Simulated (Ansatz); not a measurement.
Level of theory: DFT PBE, scalar-relativistic, plane waves, PAW (Ansatz 0.2.0). All cells share a 420 eV cutoff and Γ-centred k meshes spaced at most about 0.3 Å⁻¹ (about 0.25 or finer for metals, 2π included). No spin polarisation in the final relaxations.

These are static total energies at zero pressure. All come from trial cells, and lower structures may exist.

Problem. Order these relaxed structures of Zn3GeO by energy, lowest first, with the energy over the lowest of them.
A. Space group P4/mmm (No. 123), tetragonal, a = 3.034 Å, c = 8.374 Å. Zn on a site of symmetry 4mm is surrounded by 1 Ge at 2.54 Å, 4 Zn at 2.70 Å, 4 Zn at 3.03 Å, 1 Zn at 3.29 Å and 4 O at 3.33 Å; Zn on a site of symmetry 4/mmm has 8 Zn at 2.70 Å and 4 Zn at 3.03 Å; Ge has 4 O at 2.15 Å and 2 Zn at 2.54 Å; around O lie 4 Ge at 2.15 Å, 4 O at 3.03 Å and 8 Zn at 3.33 Å.
B. Space group P6/mmm (No. 191), hexagonal, a = 5.242 Å, c = 3.870 Å. Zn has 2 Ge at 2.62 Å and 4 Zn at 2.62 Å; Ge is surrounded by 2 O at 1.93 Å and 6 Zn at 2.62 Å; O has 2 Ge at 1.93 Å.
C. Space group Pm-3m (No. 221), cubic, a = 4.230 Å. Around Zn lie 2 O at 2.12 Å, 4 Ge at 2.99 Å and 8 Zn at 2.99 Å; around Ge lie 12 Zn at 2.99 Å; around O lie 6 Zn at 2.12 Å.
D. Space group P4mm (No. 99), tetragonal, a = 3.811 Å, c = 6.374 Å. Around Zn on a site of symmetry 2mm lie 2 O at 2.14 Å, 2 Ge at 2.60 Å, 4 Zn at 2.69 Å and 2 Zn at 2.86 Å; around Zn on a site of symmetry 4mm lie 1 Ge at 2.47 Å, 4 Zn at 2.86 Å and 4 O at 2.93 Å; Ge has 5 Zn at 2.47–2.60 Å; O is surrounded by 4 Zn at 2.14 Å and 4 Zn at 2.93 Å.

Solution. A (0 meV/atom), C (87 meV/atom), D (101 meV/atom), B (133 meV/atom). Forms: A P4/mmm; C antiperovskite type, Pm-3m; D P4mm; B P6/mmm. Counting Ge or Zn atoms around O (for each partner element, those within 1.25 times its shortest distance or 1.15 times the sum of covalent radii, where it is the nearest in units of that sum or under 1.3): A has O 4; C has O 6; D has O 4; B has O 2.

The k mesh leaves some 4 meV/atom of noise in the energy of each metallic cell. Cells relaxed within their symmetry can be saddle points. Some types were kept out of the candidates beforehand, so the set may lack a known form.
